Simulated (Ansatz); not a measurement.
SiRh (P6/mmm), relaxed with PBEsol (Ansatz, a program for electronic structure, plane waves, PAW): a = b = 5.253 Å, c = 3.806 Å, α = β = 90.00°, γ = 120.00°.

* **ΔH_f (eV/atom)**: -0.55
* **B₀ by P(V) fit (GPa)**: 199
* **highest Γ mode, no LO–TO term (cm⁻¹)**: 438

The same phase is relaxed and computed with PBE in the same code. What are the cell and these values now?

a = b = 5.313 Å, c = 3.836 Å, α = β = 90.00°, γ = 120.00°.

ΔH_f (eV/atom): -0.49
B₀ by P(V) fit (GPa): 180
highest Γ mode, no LO–TO term (cm⁻¹): 420

Constructed cells (a structure type filled with these elements, in neither database checked): SiRh, P6/mmm (Rh on 3f, Si on 1a, Si on 2d). Unstable at this level: SiRh, P6/mmm (Rh on 3f, Si on 1a, Si on 2d) with PBEsol; SiRh, P6/mmm (Rh on 3f, Si on 1a, Si on 2d) with PBE. All cells were relaxed under the symmetry of their starts (and spin orders); stability against distortions was not tested throughout. Rows with no word on spin ran without spin polarisation. Spin–orbit coupling is left out wherever it is not named.

Potentials: the later of the program's two PAW sets.

Ansatz is a plane-wave DFT program.

Formation energies count from the lowest solids of the elements computed at the same level, not from gases.
